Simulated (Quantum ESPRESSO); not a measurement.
## Si3AlC3N (input and log of a self-consistent run)

A calculation, not a measurement. The program is pw.x of Quantum ESPRESSO 7.5 (plane-wave density functional theory). The cell is made up: 8 atoms on a zincblende/diamond lattice, with randomly drawn elements, strain and displacements, not relaxed. PseudoDojo standard norm-conserving files (v0.5 for PBE, v0.4.1 for LDA and PBEsol) set the functional; there is no spin polarisation, spin-orbit coupling or dispersion term, and the masses in the input are unused placeholders.

Input:

```
&control calculation='scf', pseudo_dir='./dojo.nc.sr.pbe.v0_5.standard.upf', outdir='./o', disk_io='medium', tprnfor=.true., tstress=.true. /
&system ibrav=0, nat=8, ntyp=4, nbnd=22, ecutwfc=105.61755193, nosym=.true., tot_charge=0,
 occupations='smearing', smearing='fd', degauss=0.0018374661
/
&electrons conv_thr=7.350e-09, electron_maxstep=60, /
ATOMIC_SPECIES
Al 1.0 Al.upf
C 1.0 C.upf
N 1.0 N.upf
Si 1.0 Si.upf
CELL_PARAMETERS angstrom
4.3232 0.0403 0.0459
0.0403 4.3508 -0.0418
0.0452 -0.0412 4.4242
ATOMIC_POSITIONS angstrom
Si -0.0133 -0.0068 0.0165
Si -0.064 2.1357 2.2213
Si 2.177 -0.0551 2.2321
Al 2.193 2.0926 -0.0625
C 1.1197 1.0629 1.025
N 1.1858 3.1832 3.3687
C 3.3297 1.0725 3.3478
C 3.2694 3.2969 1.0594
K_POINTS automatic
6 6 6 1 1 1
```

The log is shortened where brackets say so; the opening notice, blank lines, dates and the lines on written files are dropped, and the path of the files is cut. It prints rydbergs, bohrs and kilobars, and counts compression as positive stress. With no partly filled state, the Fermi energy that it prints is only some level between the filled and the empty states on the mesh, and need not lie in the true gap.

```
     Program PWSCF v.7.5
     Parallel version (MPI & OpenMP), running on       1 processor cores
     Number of MPI processes:                 1
     Threads/MPI process:                     1
     [start-up lines left out]
     bravais-lattice index     =            0
     lattice parameter (alat)  =       8.1705  a.u.
     unit-cell volume          =     561.4118 (a.u.)^3
     number of atoms/cell      =            8
     number of atomic types    =            4
     number of electrons       =        32.00
     number of Kohn-Sham states=           22
     kinetic-energy cutoff     =     105.6176  Ry
     charge density cutoff     =     422.4702  Ry
     scf convergence threshold =      7.3E-09
     mixing beta               =       0.7000
     number of iterations used =            8  plain     mixing
     Exchange-correlation= PBE
                           (   1   4   3   4   0   0   0)
     [axes and pseudopotential details left out]
   Cartesian axes
     site n.     atom                  positions (alat units)
         1        Si     tau(   1) = (  -0.0030761  -0.0015728   0.0038162  )
         2        Si     tau(   2) = (  -0.0148024   0.4939598   0.5137579  )
         3        Si     tau(   3) = (   0.5035119  -0.0127439   0.5162558  )
         4        Al     tau(   4) = (   0.5072125   0.4839913  -0.0144554  )
         5        C      tau(   5) = (   0.2589721   0.2458350   0.2370692  )
         6        N      tau(   6) = (   0.2742602   0.7362330   0.7791367  )
         7        C      tau(   7) = (   0.7701165   0.2480554   0.7743028  )
         8        C      tau(   8) = (   0.7561699   0.7625303   0.2450255  )
     number of k points=   108  Fermi-Dirac smearing, width (Ry)=  0.0018
     Number of k-points >= 100: set verbosity='high' to print them.
     Dense  grid:    82289 G-vectors     FFT dimensions: (  54,  54,  60)
     Estimated max dynamical RAM per process >      94.09 MB
     Initial potential from superposition of free atoms
     starting charge      31.9956, renormalised to      32.0000
     Starting wfcs are   32 randomized atomic wfcs
     total cpu time spent up to now is       15.4 secs
     per-process dynamical memory:    74.9 Mb
     Self-consistent Calculation
     iteration #  1     ecut=   105.62 Ry     beta= 0.70
     Davidson diagonalization with overlap
     ethr =  1.00E-02,  avg # of iterations =  3.6
     total cpu time spent up to now is       51.8 secs
     total energy              =     -86.24108608 Ry
     estimated scf accuracy    <       2.06051768 Ry
     iteration #  2     ecut=   105.62 Ry     beta= 0.70
     Davidson diagonalization with overlap
     ethr =  6.44E-03,  avg # of iterations =  2.0
     total cpu time spent up to now is       80.3 secs
     total energy              =     -86.86846964 Ry
     estimated scf accuracy    <       1.00905348 Ry
     iteration #  3     ecut=   105.62 Ry     beta= 0.70
     Davidson diagonalization with overlap
     ethr =  3.15E-03,  avg # of iterations =  2.0
     total cpu time spent up to now is      105.3 secs
     total energy              =     -87.02604402 Ry
     estimated scf accuracy    <       0.02624909 Ry
     iteration #  4     ecut=   105.62 Ry     beta= 0.70
     Davidson diagonalization with overlap
     ethr =  8.20E-05,  avg # of iterations =  6.8
     total cpu time spent up to now is      145.3 secs
     total energy              =     -87.03976390 Ry
     estimated scf accuracy    <       0.00383335 Ry
     iteration #  5     ecut=   105.62 Ry     beta= 0.70
     Davidson diagonalization with overlap
     ethr =  1.20E-05,  avg # of iterations =  5.6
     total cpu time spent up to now is      176.5 secs
     total energy              =     -87.04022070 Ry
     estimated scf accuracy    <       0.00197441 Ry
     iteration #  6     ecut=   105.62 Ry     beta= 0.70
     Davidson diagonalization with overlap
     ethr =  6.17E-06,  avg # of iterations =  1.7
     total cpu time spent up to now is      198.0 secs
     total energy              =     -87.04015085 Ry
     estimated scf accuracy    <       0.00050870 Ry
     iteration #  7     ecut=   105.62 Ry     beta= 0.70
     Davidson diagonalization with overlap
     ethr =  1.59E-06,  avg # of iterations =  4.1
     total cpu time spent up to now is      225.6 secs
     total energy              =     -87.04021377 Ry
     estimated scf accuracy    <       0.00003694 Ry
     iteration #  8     ecut=   105.62 Ry     beta= 0.70
     Davidson diagonalization with overlap
     ethr =  1.15E-07,  avg # of iterations =  2.8
     total cpu time spent up to now is      256.8 secs
     total energy              =     -87.04022971 Ry
     estimated scf accuracy    <       0.00000248 Ry
     iteration #  9     ecut=   105.62 Ry     beta= 0.70
     Davidson diagonalization with overlap
     ethr =  7.76E-09,  avg # of iterations =  3.5
     total cpu time spent up to now is      284.2 secs
     total energy              =     -87.04023016 Ry
     estimated scf accuracy    <       0.00000097 Ry
     iteration # 10     ecut=   105.62 Ry     beta= 0.70
     Davidson diagonalization with overlap
     ethr =  3.04E-09,  avg # of iterations =  2.0
     total cpu time spent up to now is      312.0 secs
     total energy              =     -87.04023033 Ry
     estimated scf accuracy    <       0.00000003 Ry
     iteration # 11     ecut=   105.62 Ry     beta= 0.70
     Davidson diagonalization with overlap
     ethr =  7.89E-11,  avg # of iterations =  3.4
     total cpu time spent up to now is      344.3 secs
     End of self-consistent calculation
     Number of k-points >= 100: set verbosity='high' to print the bands.
     the Fermi energy is     9.8053 ev
!    total energy              =     -87.04023034 Ry
     estimated scf accuracy    <          3.9E-09 Ry
     smearing contrib. (-TS)   =      -0.00000000 Ry
     internal energy E=F+TS    =     -87.04023034 Ry
     The total energy is F=E-TS. E is the sum of the following terms:
     one-electron contribution =      15.70172407 Ry
     hartree contribution      =      12.64233682 Ry
     xc contribution           =     -31.11487564 Ry
     ewald contribution        =     -84.26941559 Ry
     convergence has been achieved in  11 iterations
     Forces acting on atoms (cartesian axes, Ry/au):
     atom    1 type  4   force =     0.02204550    0.00081699    0.00674029
     atom    2 type  4   force =     0.08705901    0.00295144   -0.08683041
     atom    3 type  4   force =    -0.01244598    0.04376966   -0.02310764
     atom    4 type  1   force =    -0.01805466    0.08202453    0.07804169
     atom    5 type  2   force =    -0.07300264   -0.05264933    0.13734137
     atom    6 type  3   force =    -0.07444009    0.06074080   -0.09527954
     atom    7 type  2   force =     0.03761375   -0.11874299   -0.08323065
     atom    8 type  2   force =     0.03122512   -0.01891110    0.06632489
     Total force =     0.323814     Total SCF correction =     0.000021
     Computing stress (Cartesian axis) and pressure
          total   stress  (Ry/bohr**3)                   (kbar)     P=       61.29
   0.00063777  -0.00027579  -0.00062140           93.82      -40.57      -91.41
  -0.00027579   0.00052657   0.00023390          -40.57       77.46       34.41
  -0.00062140   0.00023390   0.00008549          -91.41       34.41       12.58
     init_run     :     15.03s CPU     15.23s WALL (       1 calls)
     electrons    :    314.22s CPU    328.96s WALL (       1 calls)
     forces       :      4.77s CPU      4.84s WALL (       1 calls)
     stress       :     22.21s CPU     22.29s WALL (       1 calls)
     [timing details left out]
     PWSCF        :   5m56.49s CPU   6m11.85s WALL
     JOB DONE.
```

In other units: free energy -1184.243 eV for the cell, pressure 6.13 GPa, largest force component 3.531 eV/Å. This run is the check on a run of the same cell at 1143 eV and a 4 x 4 x 4 mesh: rerunning at 1437 eV and a 6 x 6 x 6 mesh moved values by no more than 0.006 eV in energy, 0.02 GPa in stress and 0.003 eV/Å in force.